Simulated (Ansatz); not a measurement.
Level of theory: DFT PBE, scalar-relativistic, plane waves, PAW (Ansatz). Settings: cutoff 420 eV, Γ-centred meshes spaced at most about 0.3 Å⁻¹, and about 0.25 Å⁻¹ or finer for metals (2π included), Gaussian smearing. Collinear spin in cells that started with moments and kept them past the coarse steps, no spin elsewhere.

These are static total energies at zero pressure. All come from trial cells, and lower structures may exist.

Question: Which of these relaxed structures of ScIn2N3 is the lowest in energy?
A.

Space group P6/mmm (No. 191). a = 5.834 Å, b = 5.834 Å, c = 3.023 Å, α = 90.00°, β = 90.00°, γ = 120.00°
| atom | site | symmetry | x | y | z |
| --- | --- | --- | --- | --- | --- |
| Sc | 1a | 6/mmm | 0.0000 | 0.0000 | 0.0000 |
| In | 2c | -6m2 | 0.3333 | 0.6667 | 0.0000 |
| N | 3g | mmm | 0.5000 | 0.0000 | 0.5000 |

B.

Space group P4/mmm (No. 123). a = 2.921 Å, b = 2.921 Å, c = 8.715 Å, α = 90.00°, β = 90.00°, γ = 90.00°
```csv
atom,site,symmetry,x,y,z
Sc,1c,4/mmm,0.5000,0.5000,0.0000
In,2h,4mm,0.5000,0.5000,0.3315
N,2g,4mm,0.0000,0.0000,0.8511
N,1b,4/mmm,0.0000,0.0000,0.5000
```

C.

Space group P-4m2 (No. 115). a = 3.150 Å, b = 3.150 Å, c = 8.949 Å, α = 90.00°, β = 90.00°, γ = 90.00°
```csv
atom,site,symmetry,x,y,z
Sc,1a,-4m2,0.0000,0.0000,0.0000
In,2g,2mm.,0.5000,0.0000,0.3631
N,2g,2mm.,0.5000,0.0000,0.6345
N,1b,-4m2,0.5000,0.5000,0.0000
```

Answer: C. It has space group P-4m2 (No. 115); the next, B, with Sc and In ordered on caesium chloride sites, space group P4/mmm (No. 123), lies 0.53 eV/atom higher. Counting N atoms around In and Sc (those within 1.25 times the shortest such distance or 1.15 times the sum of covalent radii; a plus sign parts nearer from farther groups; the shortest distance is added where it is long for a bond), the lowest has Sc 4, In 4+1 and the next has Sc 8, In 8 from 2.5 Å.

A magnetic state wasn't ruled out in cells without spin, among them P-4m2, P4/mmm. Cells relaxed within their symmetry can be saddle points. Some types were kept out of the candidates beforehand, so the set may lack a known form.
